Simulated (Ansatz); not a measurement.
KBr with a K vacancy: which input changes reach the field gradients?

Cell: a supercell of KBr (rock salt type, Fm-3m) built from a structure deposited in the COD, with all atoms left at the host's positions.

Space group Fm-3m (No. 225); a = 19.8000 Å.

| site | Wyckoff | site symmetry | x | y | z |
| --- | --- | --- | --- | --- | --- |
| K1 | 48h | m.m2 | 0.1667 | 0.1667 | 0.0000 |
| K4 | 32f | .3m | 0.3333 | 0.1667 | 0.1667 |
| K14 | 24e | 4m.m | 0.5000 | 0.5000 | 0.3333 |
| Br27 | 32f | .3m | 0.1667 | 0.1667 | 0.1667 |
| Br29 | 24e | 4m.m | 0.5000 | 0.5000 | 0.1667 |
| Br31 | 48i | m.m2 | 0.5000 | 0.3333 | 0.3333 |
| Br40 | 4b | m-3m | 0.5000 | 0.5000 | 0.5000 |

One atom of each set is listed; the run and its k-mesh use a cell of 53 atoms with edges of 14.00, 14.00, 14.00 Å.

Reference run. Level of theory: DFT, PBE, plane waves and PAW, scalar-relativistic, 420 eV cutoff, Γ-centred 2×2×2 k-points, Fermi–Dirac smearing 0.01 eV, cell charge -1 (Ansatz 0.2.0).

It gives V_zz (10²¹ V/m²) Br29 -3.58 (η 0.00), K14 -0.37 (η 0.00), among others. Each of these runs changes the input as listed (caps on SCF iterations aside):

A. hamiltonian.xc: pbe → rpbe
B. magnetization: not typed → {spin_polarized: true}

**Question.** Which of these changes matter for the gradients?

**Answer.** 

```tsv
run	Br29 V_zz (η)	K14 V_zz (η)	largest change of a gradient tensor, all atoms	note
A	-3.41 (0.00)	-0.36 (0.00)	0.17	converged
B	-3.58 (0.00)	-0.37 (0.00)	0.00	converged
```

Run A moves them most, on Br29 (V_zz from -3.58 to -3.41).

On the reference run: The defect repeats with the cell of 53 atoms, so it feels its images: sites between two images don't show the values beside a lone defect, and zeros or small values of η there can come from the images' arrangement. A uniform background compensates the cell's charge. The neighbours have not yet relaxed around the defect (largest force 0.24 eV/Å), so a real crystal will differ.
